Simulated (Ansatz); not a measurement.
Cu: elastic constants from stress and strain

```xyz
1
Lattice="0.0000 1.8075 1.8075 1.8075 0.0000 1.8075 1.8075 1.8075 0.0000" Properties=species:S:1:pos:R:3 pbc="T T T"
Cu    0.0000    0.0000    0.0000
```

The geometry is COD entry 5000216, unchecked; take it as a test cell.

Method: Ansatz 0.2.0, DFT, PBEsol, all-electron LAPW, scalar-relativistic.

The runs use a Γ-centred 19×19×19 k mesh, Fermi–Dirac smearing of 0.08 eV, basis error target 0.25 meV/atom, no spin polarisation.

The unstrained cell is at -6.54 GPa. Large strains and very small stresses are left out. Each strain is applied once, with fractional coordinates held (clamped ions), and σ below is the change of stress, positive in tension. One finite strain gives stress–strain coefficients at this pressure with an error of the order of the strain times third-order constants, a few per cent for each per cent of strain. In a metal the k mesh adds noise of tens of per cent to soft shears.

Estimate the stiffness probed by this change, and the stress that it gives: equal xy, yz and zx engineering shear strains of +1 %.

σxy = 0.72 GPa and γxy = 2εxy = 0.0100, so C44 (clamped ions) = σxy/γxy = 72 GPa.

With equal xy, yz and zx engineering shear strains of -1 %, the run gives σxy = -0.70 GPa and γxy = 2εxy = -0.0100. Which stiffness follows?

C44 (clamped ions) = σxy/γxy = 70 GPa.
